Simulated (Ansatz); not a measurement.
Starting structure of a cell relaxation (symmetry kept):

```
Nb Te
1.0
     3.72046    0.00000    0.00000
    -1.86023    3.22202    0.00000
     0.00000    0.00000    7.14827
Nb Te
1 2
Direct
  0.00000 0.00000 0.00000
  0.66667 0.33333 0.74563
  0.33333 0.66667 0.25437
```

The calculation used DFT r2SCAN, scalar-relativistic, plane waves, PAW (Ansatz 0.2.0).

Settings: cutoff 500 eV, Γ-centred mesh 15×15×6 on the computed 3-atom cell, Gaussian smearing of 0.10 eV; collinear spin from starting moments -0.45 0 0 μB.

Q: What does it relax to?

A: The volume goes down by 0.12 Å³/atom to 28.44 Å³/atom, and the energy falls by 0.4 meV/atom. The cell ends with a moment of 0.00 μB (only this magnetic start was tried). Final structure:
```xyz
3
Lattice="3.7141 0.0000 0.0000 -1.8571 3.2165 0.0000 0.0000 0.0000 7.1422" Properties=species:S:1:pos:R:3 pbc="T T T"
Nb    0.0000    0.0000    0.0000
Te    1.8571    1.0722    5.3307
Te    0.0000    2.1444    1.8115
```

Spin-orbit coupling is left out, which matters for the bands of heavy elements. The cell holds layers, and where no dispersion correction was added their binding is poorly described.

Cost: 1 run of about 18 core-minutes, on Arm Neoverse V1 (shared hosts).